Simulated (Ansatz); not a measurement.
Cell and atoms are relaxed with the symmetry kept. Start:

```
CELL_PARAMETERS angstrom
0.00000 2.84861 2.84861
2.84861 0.00000 2.84861
2.84861 2.84861 0.00000
ATOMIC_POSITIONS crystal
Mg 0.00000 0.00000 0.00000
S 0.75000 0.75000 0.75000
```

Computed with Ansatz 0.2.0, DFT PBEsol, scalar-relativistic, plane waves, PAW.

Cutoff 420 eV; k points 8×8×8 on the computed 2-atom cell (Γ-centred); Gaussian smearing, width 0.02 eV; no spin polarisation.

Task: What does it relax to?

Result: The volume decreases by 0.55 Å³/atom to 22.56 Å³/atom, and the energy falls by 2.3 meV/atom. Final structure:
```
CELL_PARAMETERS angstrom
0.00000 2.82567 2.82567
2.82567 0.00000 2.82567
2.82567 2.82567 0.00000
ATOMIC_POSITIONS crystal
Mg 0.00000 0.00000 0.00000
S 0.75000 0.75000 0.75000
```

Course of the relaxation (steps run on the plane waves of an earlier cell, and the basis is chosen afresh near the end, so energy and pressure can step there; trial steps that raised the energy were taken back; energies are free energies):

| step | E − E_final (meV/atom) | P (GPa) | V (Å³/atom) |
| --- | --- | --- | --- |
| 1 | 2.3 | -1.32 | 23.12 |
| 2 | 0.2 | -0.41 | 22.73 |
| 3 | 0.0 | 0.02 | 22.56 |
| 4 | 0.0 | 0.02 | 22.56 |

Cost: 1 run of about 0.19 core-minutes, on Arm Neoverse N1 (shared hosts).